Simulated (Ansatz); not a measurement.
Si₃Mo₅:
```
CELL_PARAMETERS angstrom
      7.26820     0.00000     0.00000
     -3.63410     6.29445     0.00000
      0.00000     0.00000     5.03483
ATOMIC_POSITIONS crystal
  Si 0.39417 0.39417 0.75000
  Si 0.60583 0.60583 0.25000
  Si 0.00000 0.39417 0.25000
  Si 0.00000 0.60583 0.75000
  Si 0.60583 0.00000 0.75000
  Si 0.39417 0.00000 0.25000
  Mo 0.66667 0.33333 0.00000
  Mo 0.33333 0.66667 0.00000
  Mo 0.33333 0.66667 0.50000
  Mo 0.66667 0.33333 0.50000
  Mo 0.75937 0.75937 0.75000
  Mo 0.24063 0.24063 0.25000
  Mo 0.00000 0.75937 0.25000
  Mo 0.00000 0.24063 0.75000
  Mo 0.24063 0.00000 0.75000
  Mo 0.75937 0.00000 0.25000
```

Relaxed with r²SCAN. Special points in fractions of this cell's reciprocal vectors: Γ (0.000, 0.000, 0.000); M (0.500, 0.000, 0.000); K (0.333, 0.333, 0.000); A (0.000, 0.000, 0.500); L (0.500, 0.000, 0.500); H (0.333, 0.333, 0.500).

Q: List the band energies nearest the Fermi level at these points for r²SCAN in the plane-wave PAW code Ansatz.

A: In eV from the Fermi level; about four levels below and three above (degenerate sets whole), none deeper than 8.9 eV; points with the same levels are listed once.

```csv
k,below,above
Γ,-0.51 -0.37 -0.37 -0.29,0.49 0.49 0.82 0.82
M,-0.88 -0.47 -0.25 -0.06,0.13 0.16 0.19
K,-0.69 -0.69 -0.52 -0.04 -0.04,0.26 0.46 1.02 1.02
A,-1.42 -1.42 -1.42 -1.42 -1.12 -1.12,0.00 0.00 0.00 0.00
L,-0.95 -0.95 -0.34 -0.34,0.09 0.09 0.30 0.30
H,-0.18 -0.18 -0.18 -0.18 -0.14 -0.14,0.08 0.08 0.08 0.08
```

Space group P6_3/mcm. The first step of the workflow began from a Materials Project structure, measured or hypothetical; the Crystallography Open Database copy checked does not list it. COD files the formula under space group No. 140. Its standing as an ambient phase is unchecked. The cell was relaxed with r²SCAN under the symmetry of its start; its stability against distortions is not shown here. No spin polarisation was allowed. Scalar-relativistic: spin–orbit coupling is off unless named, which matters more the heavier the elements.

Potentials: the later of the program's two PAW sets.
